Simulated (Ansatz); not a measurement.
Ti (hcp, Mg type)

```xyz
2
Lattice="2.9390 0.0000 0.0000 -1.4695 2.5452 0.0000 0.0000 0.0000 4.6501" Properties=species:S:1:pos:R:3 pbc="T T T"
Ti     0.0000     1.6968     3.4876
Ti     1.4695     0.8484     1.1625
```

The volume is varied about the relaxed value V₀ at fixed cell shape. Symmetry pins the atoms to their sites.

Method: PBE (plane waves to 420 eV, PAW, scalar-relativistic; Ansatz, an electronic-structure program). k mesh 19×19×11 (Γ-centred), Fermi-Dirac smearing 0.05 eV. Energies are smeared free energies. Stress and pressure are positive under compression. With the shape held, the modulus is that of even scaling; a crystal free to change shape is softer. Ti is run without spin polarisation. Ti was relaxed with its symmetry unable to fall. ΔE is measured from the relaxed starting cell. The last digit holds for this mesh only.

```csv
V (Å³/atom),ΔE (meV/atom)
15.653,71.3
16.088,38.5
16.523,16.5
16.958,4.0
17.393,0.0
17.827,withheld
18.262,14.0
18.697,30.4
19.132,52.2
```

Q: Fit a third-order Birch-Murnaghan form (E₀, V₀, B₀, B₀′ free) to the given rows and predict ΔE at V = 17.827.

A: Least squares on the 8 given rows: ΔE = E₀ + (9V₀B₀/16)·y²·[2 + (B₀′ − 4)y], y = (V₀/V)^(2/3) − 1, with V₀ = 17.395 Å³/atom, B₀ = 111.6 GPa (160.2 GPa = 1 eV/Å³; the term in eV is multiplied by 1000), B₀′ = 3.58, E₀ = 0.02 meV/atom; root-mean-square residual 0.02 meV/atom. At 17.827 the fit gives 3.6 meV/atom; the calculation gives 3.6 meV/atom, the same to the digits shown. For the pressure the fit gives -2.6 GPa against the computed -2.6 GPa.

(A scan under strain: stresses follow from slopes of the energy per volume, elastic moduli from its curvatures.)
